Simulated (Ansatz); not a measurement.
**Cold compression of AlIr**

```
CELL_PARAMETERS angstrom
2.99455 0.00000 0.00000
0.00000 2.99455 0.00000
0.00000 0.00000 2.99455
ATOMIC_POSITIONS crystal
Al 0.00000 0.00000 0.00000
Ir 0.50000 0.50000 0.50000
```

The base volume is that of a database entry, with shape and atoms relaxed on PAW files at held volume, so it needn't be at zero pressure; the structure needn't be the stable phase, at rest or compressed.

Its volume is scaled, and at each volume shape and atoms are relaxed on PAW files; all methods then take that cell.

Level of theory: DFT with PBEsol, scalar-relativistic, in Ansatz 0.2.0; a Γ-centred 12×12×12 k mesh, Fermi–Dirac smearing of 0.05 eV, no spin polarisation. LAPW: all electrons, basis error target 1 meV/atom; PAW: frozen-core files, cutoff 420 eV; crystal datasets: all electrons, by PAW datasets that the program makes for each cell.

Energies are extrapolated to zero smearing and count from the unscaled cell; pressure is positive in compression; gaps take the mesh and a band path. No temperature or zero-point motion is included.

Spin–orbit coupling is left out, which matters for the heavy atoms. The PAW files were made under PBE.

| V/V0 | V (Å³/atom) | P LAPW (GPa) | ΔE LAPW (eV/atom) | P PAW − LAPW (GPa) | ΔE PAW − LAPW (meV/atom) | space group | shortest distance (Å) |
| --- | --- | --- | --- | --- | --- | --- | --- |
| 1.00 | 13.43 | -1.36 | 0.000 | 0.03 | 0.0 | Pm-3m | 2.593 |
| 0.85 | 11.41 | 55.1 | 0.288 | 0.25 | 1.5 | Pm-3m | 2.457 |
| 0.80 | 10.74 | 87.5 | 0.583 | 0.42 | 2.9 | Pm-3m | 2.407 |
| 0.50 | 6.71 | 772.0 | ? | 1.85 | 38.2 | Pm-3m | 2.058 |

Problem. Give the missing entry: row "0.50", column "ΔE LAPW (eV/atom)".

Solution. 8.654.

Problem. From the table, what is the rise of the enthalpy H = E + pV up to the last row, and how stiff is the crystal between the last two rows?

Solution. ΔH = 8.654 eV + (772.0 GPa × 6.71 Å³ + 1.36 GPa × 13.43 Å³) × 0.006242 eV/(GPa·Å³) = 41.11 eV/atom, of which pV makes 79 %. The mean bulk modulus there is −ΔP/Δln V = 1460 GPa.

Problem. At the smallest volume, how far do crystal datasets lie from LAPW in pressure?

Solution. crystal datasets: 0.00 GPa, on a LAPW pressure of 772.0 GPa.

Problem. How do the Löwdin populations by LAPW change from the unscaled cell to the last row?

Solution. Al 2s 1.99 → 1.94, Al 3s 0.85 → 0.64, Ir 5s 1.94 → 1.83, Ir 5d 8.19 → 8.56 electrons an atom. These are projections on the shells that the free atoms fill; 0.17 e a cell lies outside them at the start and 0.22 e at the end.
